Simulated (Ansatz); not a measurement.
### Question
Name crystals whose computed values (LDA (plane waves, PAW; program Ansatz)) fall in these windows: highest Γ mode, no LO–TO term (cm⁻¹) 80 to 110; B₀ by P(V) fit (GPa) 40 to 57.

### Answer


```csv
crystal,"highest Γ mode, no LO–TO term (cm⁻¹)",B₀ by P(V) fit (GPa)
"BiTe, R-3m (Bi on 3b, Te on 3a)",98,48.6
"La3In, Cu3Au type",108,48.5
"InTe, rock salt",93,52.7
"La3Ga, Cu3Au type",104,50.6
"In2Bi, P6_3/mmc (In on 2a, In on 2d, Bi on 2c)",102,49.9
```
Others may fit too.

Standing as an ambient phase not checked: BiTe, R-3m (Bi on 3b, Te on 3a); La3In, Cu3Au type; InTe, rock salt; La3Ga, Cu3Au type; In2Bi, P6_3/mmc (In on 2a, In on 2d, Bi on 2c). All cells were relaxed under the symmetry of their starts (and spin orders); stability against distortions was not tested throughout. Scalar-relativistic: spin–orbit coupling is off unless named, which matters more the heavier the elements.

Potentials: the later of the program's two PAW sets.
